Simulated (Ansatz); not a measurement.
MoPt:
```
MoPt
1.0
    3.17621     0.00000     0.00000
    0.00000     3.17621     0.00000
    0.00000     0.00000     3.17621
Pt Mo
1 1
Cartesian
  0.00000   0.00000   0.00000
  1.58810   1.58810   1.58810
```

Relaxed with PBE. Special points in fractions of this cell's reciprocal vectors: Γ (0.000, 0.000, 0.000); X (0.000, 0.500, 0.000); M (0.500, 0.500, 0.000); R (0.500, 0.500, 0.500).

Problem. List the band energies nearest the Fermi level at these points for the program Ansatz at the PBE with spin–orbit coupling level (PAW).

Solution. In eV from the Fermi level; about four levels below and three above (degenerate sets whole), none deeper than 8.9 eV; points with the same levels are listed once.

```json
[
 {"k": "Γ", "below": "-3.54 -3.54 -3.54 -3.54 -2.85 -2.85", "above": "0.13 0.13 0.13 0.13"},
 {"k": "X", "below": "-0.64 -0.64 -0.48 -0.48", "above": "0.94 0.94 3.09 3.09"},
 {"k": "M", "below": "-1.44 -1.44 -1.14 -1.14", "above": "0.09 0.09 0.61 0.61"},
 {"k": "R", "below": "-1.25 -1.25 -1.25 -1.25", "above": "2.32 2.32 2.32 2.32"}
]
```

Space group Pm-3m (CsCl type). The start of the workflow was typed in or built on a structure type; neither database checked (COD, Materials Project) lists it. Its standing as an ambient phase is unchecked. Symmetry was held in the PBE relaxation; its stability against distortions is not shown here. No spin polarisation was allowed. Its formation energy is positive at this level, so the cell may be metastable or incomplete.

Potentials: the earlier of the program's two PAW sets.
